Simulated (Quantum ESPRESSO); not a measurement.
pw.x input (Quantum ESPRESSO 7.5; PBEsol, PseudoDojo standard norm-conserving files, fully relativistic):

```
&CONTROL
  calculation = 'scf'
  pseudo_dir = './pseudo'
  outdir = './out'
  tprnfor = .true.
  tstress = .true.
/
&SYSTEM
  ibrav = 0
  nat = 4
  ntyp = 4
  ecutwfc = 78.0
  ecutrho = 312.0
  occupations = 'smearing'
  smearing = 'fd'
  degauss = 0.002
  nbnd = 33
  noncolin = .true.
  lspinorb = .true.
/
&ELECTRONS
  conv_thr = 4e-10
/
ATOMIC_SPECIES
H 1.0080 H.upf
Al 26.9815 Al.upf
Ge 72.6300 Ge.upf
Sr 87.6200 Sr.upf
CELL_PARAMETERS angstrom
  4.232278573510   0.000000000000   0.000000000000
 -2.116139286755   3.665260760552   0.000000000000
  0.000000000000   0.000000000000   4.824182331000
ATOMIC_POSITIONS crystal
H   0.000000000000   0.000000000000   0.098981716700
Al   0.000000000000   0.000000000000   0.462659411400
Ge   0.666666666667   0.333333333333   0.561929533100
Sr   0.333333333333   0.666666666667   0.005629338800
K_POINTS automatic
9 9 6 0 0 0
```

End of the output:

```

[...]
     the Fermi energy is     8.5177 ev
!    total energy              =    -252.72438430 Ry
     estimated scf accuracy    <          1.9E-10 Ry
     smearing contrib. (-TS)   =      -0.00000005 Ry
     internal energy E=F+TS    =    -252.72438424 Ry
     The total energy is F=E-TS. E is the sum of the following terms:
     one-electron contribution =    -115.02869774 Ry
     hartree contribution      =      71.72522962 Ry
     xc contribution           =     -62.73997576 Ry
     ewald contribution        =    -146.68094036 Ry
     convergence has been achieved in   9 iterations
     Forces acting on atoms (cartesian axes, Ry/au):
     atom    1 type  1   force =     0.00000000    0.00000000   -0.00024661
     atom    2 type  2   force =     0.00000000   -0.00000000   -0.00004071
     atom    3 type  3   force =     0.00000000    0.00000000    0.00032008
     atom    4 type  4   force =     0.00000000    0.00000000   -0.00003277
     Total force =     0.000407     Total SCF correction =     0.000026
     Computing stress (Cartesian axis) and pressure
          total   stress  (Ry/bohr**3)                   (kbar)     P=        0.30
  -0.00000184   0.00000000   0.00000000           -0.27        0.00        0.00
   0.00000000  -0.00000184   0.00000000            0.00       -0.27        0.00
   0.00000000   0.00000000   0.00000975            0.00        0.00        1.43
```
In a gapped system the printed Fermi energy is only some level inside the gap.

Geometry relaxed with PBEsol.
